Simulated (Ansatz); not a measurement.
The start is a relaxed AlNi cell, doubled along one cell vector, shaken by Gaussian noise of σ = 0.08 Å a coordinate. A full variable-cell relaxation at zero pressure is run with r2SCAN (plane waves to 500 eV, PAW, scalar-relativistic; Ansatz, a quantum-chemistry and plane-wave program). The first steps use a coarse 14×14×7 k-mesh.

Starting cell:
```
CELL_PARAMETERS angstrom
      1.34814     0.77835     3.87675
     -1.34814     0.77835     3.87675
      0.00000    -3.11339     7.75350
ATOMIC_POSITIONS crystal
  Al 0.01939 0.93844 0.01269
  Al 0.98630 0.04365 0.47859
  Ni 0.45755 0.49689 0.25674
  Ni 0.54508 0.50220 0.74281
```

```yaml
energy_released: 0.09 eV/atom
relative_to_the_parent: It returns to the parent structure, R-3m (No. 166)
band_gap_at_the_end: no gap (metallic)
optimiser_moves: 6
```

It ends as:

Space group R-3m, hexagonal axes (No. 166); a = 2.696 Å, b = 2.696 Å, c = 11.630 Å, α = 90.00°, β = 90.00°, γ = 120.00°

```csv
atom,site,symmetry,x,y,z
Al,3a,-3m,0.0000,0.0000,0.0000
Ni,3b,-3m,0.0000,0.0000,0.5000
```
(The calculation used a cell of 2 atoms; values per cell refer to that cell.)

Final values are on a 20×20×20 k-mesh of the relaxed cell. No spin polarisation in the result. A magnetic state may lie lower.

The relaxed structure here is a generated cell of AlNi: the first start was made by placing the elements on the sites of a structure type, and the end was not matched to a known phase here, so it may be hypothetical. Known forms of AlNi include space group No. 221.
